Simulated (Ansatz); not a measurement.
HfN (rock salt)

```xyz
2
Lattice="0.0000 2.2627 2.2627 2.2627 0.0000 2.2627 2.2627 2.2627 0.0000" Properties=species:S:1:pos:R:3 pbc="T T T"
N      0.0000     0.0000     0.0000
Hf     2.2627     2.2627     2.2627
```

E(V) scan at fixed shape, V₀ the volume above. Symmetry pins the atoms to their sites.

All values below come from r2SCAN (plane waves to 500 eV, PAW, scalar-relativistic; Ansatz, a first-principles code). k mesh 18×18×18 (Γ-centred), Fermi-Dirac smearing 0.05 eV. Energies are smeared free energies. Compression counts positive. HfN is run without spin polarisation. HfN was relaxed with its symmetry unable to fall. Spin-orbit coupling is left out, though Hf is heavy. The zero of ΔE is the relaxed starting cell. The last digit holds for this mesh only.

| V (Å³/atom) | ΔE (meV/atom) |
|---|---|
| 9.732 | 352.4 |
| 10.102 | withheld |
| 10.473 | 111.9 |
| 10.844 | 46.8 |
| 11.214 | 11.0 |
| 11.585 | 0.0 |
| 11.956 | 9.9 |
| 12.327 | 37.5 |
| 12.697 | 80.0 |
| 13.068 | 135.2 |
| 13.439 | 201.1 |

**Question.** Fit a third-order Birch-Murnaghan form (E₀, V₀, B₀, B₀′ free) to the given rows and predict ΔE at V = 10.102.

**Answer.** Least squares on the 10 given rows: ΔE = E₀ + (9V₀B₀/16)·y²·[2 + (B₀′ − 4)y], y = (V₀/V)^(2/3) − 1, with V₀ = 11.585 Å³/atom, B₀ = 281.4 GPa (160.2 GPa = 1 eV/Å³; the term in eV is multiplied by 1000), B₀′ = 4.22, E₀ = 0.04 meV/atom; root-mean-square residual 0.08 meV/atom. At 10.102 the fit gives 211.5 meV/atom; the calculation gives 211.6 meV/atom, so the interpolation is off by -0.1 (-0.0 %). For the pressure the fit gives 51.5 GPa against the computed 51.5 GPa.

(A scan under strain: stresses follow from slopes of the energy per volume, elastic moduli from its curvatures.)
